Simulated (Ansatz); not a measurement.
An ordered 8-atom cell of Ga4Sb3N on the zincblende lattice (Amm2), relaxed with r2SCAN. The symmetry is Amm2 (No. 38, orthorhombic); a = 4.061 Å, b = 8.223 Å, c = 11.456 Å in the conventional setting, 23.91 Å³ an atom. Around N lie 4 Ga at 2.01–2.29 Å; around Sb lie 4 Ga at 2.53–2.77 Å; around Sb lie 4 Ga at 2.56–2.71 Å; around Ga lie 2 N at 2.29 Å and 2 Sb at 2.77 Å; around Ga lie 1 N at 2.01 Å and 3 Sb at 2.64–2.71 Å; around Ga lie 4 Sb at 2.53–2.56 Å.

```cif
data_structure
_symmetry_space_group_name_H-M 'Amm2'
_symmetry_Int_Tables_number 38
_cell_length_a 4.0607
_cell_length_b 8.2226
_cell_length_c 11.4557
_cell_angle_alpha 90.000
_cell_angle_beta 90.000
_cell_angle_gamma 90.000
_cell_volume 382.50
loop_
_atom_site_label
_atom_site_type_symbol
_atom_site_symmetry_multiplicity
_atom_site_Wyckoff_symbol
_atom_site_fract_x
_atom_site_fract_y
_atom_site_fract_z
_atom_site_occupancy
N1 N 2 a 0.00000 0.50000 0.50376 1
Sb1 Sb 4 e 0.50000 0.74592 0.24715 1
Sb2 Sb 2 a 0.00000 0.50000 0.00808 1
Ga1 Ga 2 b 0.50000 0.50000 0.41212 1
Ga2 Ga 4 d 0.00000 0.80076 0.10471 1
Ga3 Ga 2 b 0.50000 0.50000 0.87232 1
```

The questions ask for values computed with Ansatz 0.2.0 on this geometry. Note: simulated data, non-magnetic, for a generated structure that need not be the stable one.

Given (6×4×4 mesh): r2SCAN gives no gap: the lowest nominally empty band dips 0.54 eV below the top of the last filled one (its bottom at T, the top at Γ), so the cell is a metal or semimetal at this level.

Q: Estimate the gap with PBE on 6×4×4.

A: PBE gives no gap: the lowest nominally empty band dips 0.66 eV below the top of the last filled one (its bottom at T, the top at Γ), so the cell is a metal or semimetal at this level.

Q: What does PBE+SOC give for the gap (6×4×4 mesh)?

A: With PBE+SOC the bands overlap by 0.66 eV (counted from 1, band 102 peaks at Γ and band 103 bottoms out at T): no gap. Spin-orbit coupling itself accounts for -0.002 eV.

Q: What do these levels agree on?

A: No level opens a gap, but no hybrid is among them, and semilocal functionals can close a real gap.

Only the levels marked +SOC include spin-orbit coupling.
